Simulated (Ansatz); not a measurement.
Al$_{5}$C$_{3}$N:
```cif
data_C6Al10N2
_chemical_formula_sum 'Al10 C6 N2'
_space_group_name_H-M_alt 'P 1'
_space_group_IT_number 1
_cell_length_a 3.29202
_cell_length_b 3.29202
_cell_length_c 21.70737
_cell_angle_alpha 90.000
_cell_angle_beta 90.000
_cell_angle_gamma 120.000
loop_
_space_group_symop_operation_xyz
  'x, y, z'
loop_
_atom_site_label
_atom_site_type_symbol
_atom_site_fract_x
_atom_site_fract_y
_atom_site_fract_z
_atom_site_occupancy
Al1 Al 0.00000 0.00000 0.65909 1
Al2 Al 0.00000 0.00000 0.15909 1
Al3 Al 0.33333 0.66667 0.04470 1
Al4 Al 0.66667 0.33333 0.54470 1
Al5 Al 0.33333 0.66667 0.26258 1
Al6 Al 0.66667 0.33333 0.76258 1
Al7 Al 0.66667 0.33333 0.95282 1
Al8 Al 0.33333 0.66667 0.45282 1
Al9 Al 0.00000 0.00000 0.84752 1
Al10 Al 0.00000 0.00000 0.34752 1
C1 C 0.00000 0.00000 0.24897 1
C2 C 0.00000 0.00000 0.74897 1
C3 C 0.33333 0.66667 0.36561 1
C4 C 0.66667 0.33333 0.86561 1
C5 C 0.00000 0.00000 0.50201 1
C6 C 0.00000 0.00000 0.00201 1
N1 N 0.33333 0.66667 0.12981 1
N2 N 0.66667 0.33333 0.62981 1
```

Relaxed with PBEsol.

Question: Give the optical modes at the zone centre with their infrared activity from DFPT, DFT-PBEsol in the program Ansatz with PAW potentials.

Answer: Transverse frequencies, without the LO–TO term; a row sums one degenerate level.

```
ω (cm⁻¹)  degeneracy  IR ((D/Å)²/amu)     activity
--------  ----------  ---------------  -----------
80                 2             0.00  IR-inactive
90                 2             0.00  IR-inactive
139                2             2.63           IR
164                1             0.00  IR-inactive
170                1             0.00  IR-inactive
174                2             0.52           IR
189                2             0.00  IR-inactive
263                2             0.00  IR-inactive
268                2             0.53           IR
269                1            20.48           IR
275                2             6.15           IR
278                2             0.00  IR-inactive
321                1             0.58           IR
358                1             0.00  IR-inactive
403                1             1.50           IR
430                1             0.00  IR-inactive
468                2           220.38           IR
468                2             0.00  IR-inactive
474                2             0.00  IR-inactive
474                2             0.31           IR
511                1             0.00  IR-inactive
530                1             0.01  IR-inactive
569                1            76.90           IR
610                1             0.00  IR-inactive
697                1           119.11           IR
742                2             0.00  IR-inactive
742                2            64.60           IR
785                2             0.00  IR-inactive
785                2            91.18           IR
805                1             0.00  IR-inactive
806                1             0.49           IR
848                1             0.00  IR-inactive
863                1             0.00  IR-inactive
863                1             0.10           IR
```

Question: How high does the top mode go among those that the LO–TO term moves?

Answer: 875 cm⁻¹ for q along x, 875 cm⁻¹ for q along y, 846 cm⁻¹ for q along z.

Space group P6_3mc. The first step of the workflow began from a Materials Project structure, measured or hypothetical; the Crystallography Open Database files this formula in space group No. 186, but the cells were not matched. Whether it is the stable phase at ambient conditions was not checked. The cell was relaxed with PBEsol under the symmetry of its start; its stability against distortions is not shown here.

Potentials: the later of the program's two PAW sets.
